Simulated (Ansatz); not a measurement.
SnSe (zinc blende, F-43m) at seven volumes, DFT-PBE in the program Ansatz with PAW potentials, scaled uniformly. One row is withheld.

```
V (Å³/atom)  P (GPa)
-----------  -------
35.457          3.37
36.626          2.10
37.795          0.98
38.964          0.00
40.133         -0.87
41.301             ?
42.470         -2.25
```

Q: Fit the shown pressures and predict the withheld one.

A: P = (3/2)B₀(x^(7/2) − x^(5/2))[1 + (3/4)(B′ − 4)(x − 1)] with x = (V₀/V)^(2/3). Least squares on the six rows gives V₀ = 38.962 Å³/atom, B₀ = 30.4 GPa, B′ = 3.48. At V = 41.301, x = 0.9619 and P = -1.60 GPa. The run itself gave -1.61 GPa.

A made-up cell: these elements were put on the sites of a structure type; neither database checked (COD, Materials Project) lists it. It is not the phase usual at ambient conditions (space group No. 62). The cell was relaxed with PBE under the symmetry of its start; its stability against distortions is not shown here. Scalar-relativistic: spin–orbit coupling is off unless named, which matters more the heavier the elements.

Potentials: the later of the program's two PAW sets.
